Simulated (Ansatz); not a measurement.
**Property card for Pt**

Pt:
Space group Fd-3m, origin choice 1 (No. 227); a = b = c = 5.6873 Å, α = β = γ = 90.00°

| atom | site | symmetry | x | y | z |
|---|---|---|---|---|---|
| Pt | 8b | -43m | 0.5000 | 0.5000 | 0.5000 |
(The calculation used a cell of 2 atoms; values per cell refer to that cell.)

Space group Fd-3m (No. 227), diamond; conventional cell a = b = c = 5.687 Å, α = β = γ = 90.00°.

Method: the program Ansatz at the PBEsol level (PAW). The cell and atoms are relaxed at this level. Other levels are named where they apply.

Cell and energy:

```yaml
volume_per_atom: 23.00 Å³
density: 14.09 g/cm³
```

Electronic structure:

```yaml
electronic_character: metallic (no gap)
Density of states at the Fermi level: 2.6 states/eV per atom (mean over ±0.08 eV)
Gap with spin–orbit coupling: none (metallic)
```

Mechanics:

```yaml
Bulk modulus (Birch–Murnaghan fit): 136 GPa
Pressure derivative B′: 5.4
Elastic constants (relaxed ions, GPa): C11 = 106, C12 = 152, C44 = 0.4
mechanical_stability: unstable (C has a negative eigenvalue)
```

Phonons:

```yaml
highest_zone_centre_frequency: 184 cm⁻¹
zone_centre_stability: no imaginary mode at Γ
```

The start of the workflow was typed in or built on a structure type; neither database checked (COD, Materials Project) lists it. It is not the phase usual at ambient conditions (space group No. 225). The cell was relaxed with PBEsol under the symmetry of its start. No spin polarisation was allowed. As this level gives no gap, shear constants depend on the k-mesh and smearing (Fermi–Dirac, 0.1 eV here). As this level gives no gap, phonon frequencies hold no LO–TO term and depend on the k-mesh and smearing (Fermi–Dirac, 0.1 eV here). On the denser mesh and wider smearing of the elastic run this cell carries a stress of 0.4 GPa. Scalar-relativistic: spin–orbit coupling is off unless named, which matters more the heavier the elements.

Potentials: the earlier of the program's two PAW sets. The files were generated under PBE; for other functionals the program regenerates the frozen cores, and for LDA and PBEsol the local potential too.
